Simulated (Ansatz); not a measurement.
Relaxed HfN (rock salt):

```yaml
crystal:
  lattice:
    - [0.00000, 2.27394, 2.27394]
    - [2.27394, 0.00000, 2.27394]
    - [2.27394, 2.27394, 0.00000]
  atoms:
    - { symbol: N, position: [0.00000, 0.00000, 0.00000] }
    - { symbol: Hf, position: [0.50000, 0.50000, 0.50000] }
```

Scan: atom 2 (Hf, nearest neighbour N at 2.274 Å; its periodic images, 3.2 Å or more away, move with it) is displaced towards the nearest neighbour, direction (-1.000, 0.000, 0.000) in Cartesian axes, by s. The other atoms stay.

These are PBE (plane waves to 420 eV, PAW, scalar-relativistic; Ansatz, a quantum-chemistry and plane-wave program) values and carry that method's errors. k mesh 14×14×14 (Γ-centred), Fermi-Dirac smearing 0.05 eV. Energies are smeared free energies. With partly filled bands, energies and forces of such displacements shift with the k mesh and the smearing. HfN is run without spin polarisation. HfN was relaxed with its symmetry unable to fall. Spin-orbit coupling is left out, though Hf is heavy. The zero of ΔE is the undisplaced structure. The last digit holds for this mesh only.

| s (Å) | ΔE (meV/cell) |
|---|---|
| -0.230 | 298.0 |
| -0.184 | withheld |
| -0.138 | 105.2 |
| -0.092 | 46.7 |
| -0.046 | 11.7 |
| 0.000 | 0.0 |
| 0.046 | 11.7 |
| 0.092 | 46.7 |
| 0.138 | 105.2 |
| 0.184 | withheld |
| 0.230 | 298.0 |

Fit an even polynomial form (powers 2, 4) to the given rows and predict ΔE at s = -0.184.

Least squares on the 9 given rows: ΔE = (5472)·s² + (3042)·s⁴, in meV/cell with s in Å; root-mean-square residual 0.11 meV/cell. At -0.184 the fit gives 188.7 meV/cell; the calculation gives 188.5 meV/cell, so the interpolation is off by 0.2 (+0.1 %). The quadratic term alone would give 185.3 meV/cell.

(For displaced atoms, the force is minus the slope of the energy, and its curvature is a force constant, which sets phonon frequencies.)
